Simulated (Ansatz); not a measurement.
**Rb3BS3: S-33 NMR of the central transition**

Cell: a computed structure from the Materials Project (it need not be an observed phase), atoms as given.

```cif
data_Rb3BS3
_symmetry_space_group_name_H-M 'P2_1/c'
_symmetry_Int_Tables_number 14
_cell_length_a 10.4191
_cell_length_b 6.4113
_cell_length_c 13.1236
_cell_angle_alpha 90.000
_cell_angle_beta 104.622
_cell_angle_gamma 90.000
loop_
_atom_site_label
_atom_site_type_symbol
_atom_site_symmetry_multiplicity
_atom_site_Wyckoff_symbol
_atom_site_fract_x
_atom_site_fract_y
_atom_site_fract_z
Rb1 Rb 4 e 0.7492 0.1427 0.0080
Rb5 Rb 4 e 0.9721 0.7855 0.6409
Rb9 Rb 4 e 0.5952 0.9366 0.6960
B B 4 e 0.7658 0.6168 0.8722
S17 S 4 e 0.7140 0.4236 0.7663
S21 S 4 e 0.9097 0.7860 0.8779
S25 S 4 e 0.6693 0.8536 0.4701
```

One atom of each set is listed.

Method: Kohn–Sham DFT in Ansatz, PBE, plane waves and PAW, scalar-relativistic, 420 eV cutoff, Γ-centred 3×5×3 k-points, Fermi–Dirac smearing 0.02 eV.

S-33 has I = 3/2 and Q = -69.40 mb (Pyykkö 2018); at 16.4 T its Larmor frequency is ν₀ = 53.7 MHz. Only the quadrupole interaction is simulated: positions count from each site's isotropic chemical shift, and shift anisotropy, dipolar and J coupling are left out.

**Question.** Simulate the second-order pattern (static powder, Gaussian broadening 70 kHz) of site S21 (1 B at 1.84 Å; also 1 Rb at 3.33 Å).

**Answer.** The calculation gives C_Q = 16.5 MHz and η = 0.86, so ν_Q = 8.26 MHz and the centre of gravity lies at -2951 ppm (-158 kHz).

```tsv
offset (kHz)	height
-853.1	1
-796.0	12
-738.9	29
-681.8	32
-624.7	34
-567.6	36
-510.5	38
-453.4	40
-396.4	43
-339.3	47
-282.2	51
-225.1	57
-168.0	66
-110.9	83
-53.8	100
3.3	100
60.4	99
117.5	62
174.6	38
231.7	32
288.8	30
345.9	26
403.0	11
460.0	1
```

With ν_Q/ν₀ up to 0.16, terms beyond second order are no longer negligible.
